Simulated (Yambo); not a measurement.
Yambo run on LiF (rock salt, space group Fm-3m, No. 225). The wavefunctions are PBEsol (pw.x of Quantum ESPRESSO, ONCV potentials, scalar-relativistic) ones on a 8×8×8 mesh (5 occupied bands); a = b = c = 2.8294 Å, α = β = γ = 60.00°.

Yambo input:

```
rim_cut
gw0
dyson
el_el_corr
HF_and_locXC
cohsex
em1s
RandQpts= 1000000
RandGvec= 1 Ry
EXXRLvcs= 84 Ry
VXCRLvcs= 336 Ry
Chimod= "HARTREE"
% BndsRnXs
 2 | 65 |
%
NGsBlkXs= 14 Ry
% LongDrXs
 1.0 | 1.0 | 1.0 |
%
ExtendOut
% QPkrange
 1 | 1 | 5 | 6 |
%
```

k points by index: 1 = Γ.

The o-*.qp file then holds:

```
#    K-point    Band    Eo [eV]    E [eV]    E-Eo [eV]    Vxc [eV]    Vnlxc [eV]    Sc|Eo [eV]    Re(Z)    Im(Z)
#
    1    5    0.000000    -6.105624    -6.105624    -22.80788    -30.75434    1.840837    1.000000    0.000000
    1    6    9.120950    10.29974    1.178791    -11.87739    -6.808954    -3.889649    1.000000    0.000000
```
(The two width columns are left out.) Convergence of these settings isn't established.

Geometry relaxed with PBEsol.
